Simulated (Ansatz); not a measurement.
# SiO2: do the settings matter for the field gradients?

Cell: a structure deposited in the COD, its atoms then relaxed with PBE in this cell.

```cif
data_SiO2
_symmetry_space_group_name_H-M 'P4_2/mnm'
_symmetry_Int_Tables_number 136
_cell_length_a 4.1773
_cell_length_b 4.1773
_cell_length_c 2.6652
_cell_angle_alpha 90.000
_cell_angle_beta 90.000
_cell_angle_gamma 90.000
loop_
_atom_site_label
_atom_site_type_symbol
_atom_site_symmetry_multiplicity
_atom_site_Wyckoff_symbol
_atom_site_fract_x
_atom_site_fract_y
_atom_site_fract_z
Si Si 2 a 0.0000 0.0000 0.0000
O O 4 f 0.3055 0.3055 0.0000
```

One atom of each set is listed.

Reference run. Level of theory: DFT, PBE, plane waves and PAW, scalar-relativistic, 420 eV cutoff, Γ-centred 5×5×7 k-points, Fermi–Dirac smearing 0.02 eV (Ansatz 0.2.0).

**Question.** The input is changed as follows: `scf.eigensolver.kind`: not typed → davidson; `basis.precision`: not typed → f64; `hamiltonian.xc`: pbe → r2scan; `scf.occupations.width`: 0.02 → not typed; `scf.occupations.method`: fermi_dirac → tetrahedron_uncorrected. What happens to V_zz (10²¹ V/m²) and η?

**Answer.** 

| site | V_zz reference | η reference | V_zz changed | η changed |
| --- | --- | --- | --- | --- |
| Si | 1.70 | 0.57 | 1.70 | 0.56 |
| O | -11.12 | 0.17 | -11.22 | 0.17 |

The largest change of V_zz is on O, from -11.12 to -11.22. In per cent, |V_zz| changes by 0 on Si, +1 on O (all sites that start above 0.5). The gap of 5.6 eV is far wider than the smearing, so the levels stay full or empty whatever the smearing's form; with a small gap this would fail. The cutoff that the program takes moves with it, from 420 to 500 eV. New warnings: band table not solved further.

On the reference run: At this cell the PBE pressure is 11 GPa, so with PBE the cell would grow if it were relaxed. The entry's cell may itself be off.
